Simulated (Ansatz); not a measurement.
**5 guesses for Mg5O and where they end**

Theory: Ansatz, DFT PBE, scalar-relativistic, plane waves, PAW. Settings: cutoff 420 eV, Γ-centred meshes spaced at most about 0.3 Å⁻¹, and about 0.25 Å⁻¹ or finer for metals (2π included), Gaussian smearing. Collinear spin in cells that started with moments and kept them past the coarse steps, no spin elsewhere.

Each guess was relaxed in cell and atoms at zero pressure, within the symmetry of its start. All energies are static (0 K, no zero-point motion). Coordination counts Mg atoms around O (those within 1.25 times the shortest such distance or 1.15 times the sum of covalent radii; the shortest distance is added where it is long for a bond).

```
guess    made from  start group  V start (Å³/atom)  end group  V end (Å³/atom)  coordination at the end  gap on mesh (eV)  largest moment (μB)  E over the lowest end (meV/atom)
    1  random cell       P6/mmm               18.4     P6/mmm             31.2                      O 2                 0                    -                               607
    2  random cell        P-62m               17.0     P6/mmm             34.0                      O 2                 0                    -                               541
    3   MgCd5 type        P-62m               14.8      P-62m             21.3                      O 6                 0                    -                               198
    4   ErCu5 type        F-43m               15.2          ?                ?                        ?                 ?                    ?                                 ?
    5   Li5Mg type        P-6m2               20.9      P-6m2             18.2                      O 6                 0                    -                                 0
```

Guess 4 as it starts:

```cif
data_structure
_symmetry_space_group_name_H-M 'P 1'
_symmetry_Int_Tables_number 1
_cell_length_a 5.0556
_cell_length_b 5.0556
_cell_length_c 5.0556
_cell_angle_alpha 60.000
_cell_angle_beta 60.000
_cell_angle_gamma 60.000
_cell_volume 91.37
loop_
_atom_site_label
_atom_site_type_symbol
_atom_site_fract_x
_atom_site_fract_y
_atom_site_fract_z
_atom_site_occupancy
Mg1 Mg 0.12500 0.62500 0.62500 1
Mg2 Mg 0.62500 0.62500 0.62500 1
Mg3 Mg 0.62500 0.12500 0.62500 1
Mg4 Mg 0.62500 0.62500 0.12500 1
Mg5 Mg 0.25000 0.25000 0.25000 1
O1 O 0.00000 0.00000 0.00000 1
```

Question: Fill in the missing row: what does this guess relax into, and where does it rank?

Answer: It ends in space group F-43m (No. 216), with a = 8.061 Å, 21.8 Å³/atom and no gap, with moments up to 0.3 μB. It lies 1.00 eV/atom over the lowest end, above guess 1 and so the highest of the set. Counting Mg atoms around O, this end has O 16 from 3.3 Å and the lowest (guess 5) has O 6.

```yaml
crystal:
  lattice:
    - [0.00000, 4.03030, 4.03030]
    - [4.03030, 0.00000, 4.03030]
    - [4.03030, 4.03030, 0.00000]
  atoms:
    - { symbol: Mg, position: [0.62504, 0.62504, 0.62504] }
    - { symbol: Mg, position: [0.12488, 0.62504, 0.62504] }
    - { symbol: Mg, position: [0.62504, 0.62504, 0.12488] }
    - { symbol: Mg, position: [0.62504, 0.12488, 0.62504] }
    - { symbol: Mg, position: [0.25000, 0.25000, 0.25000] }
    - { symbol: O, position: [0.00000, 0.00000, 0.00000] }
```

Formation energies are uncorrected and refer to the elements' standard structures at the same level (O₂ as a molecule).

Question: Is the lowest end bound against the elements?

Answer: Yes: its formation energy is −0.70 eV/atom. It lies below the elements, which doesn't yet make it stable against other compounds or structures.

A magnetic state wasn't ruled out in cells without spin, among them P-6m2. The magnetic state reached may not be the lowest. Cells relaxed within their symmetry can be saddle points. A lower structure may well exist outside this small set. Some candidate types were left out of the draw beforehand, so a known form may be missing.
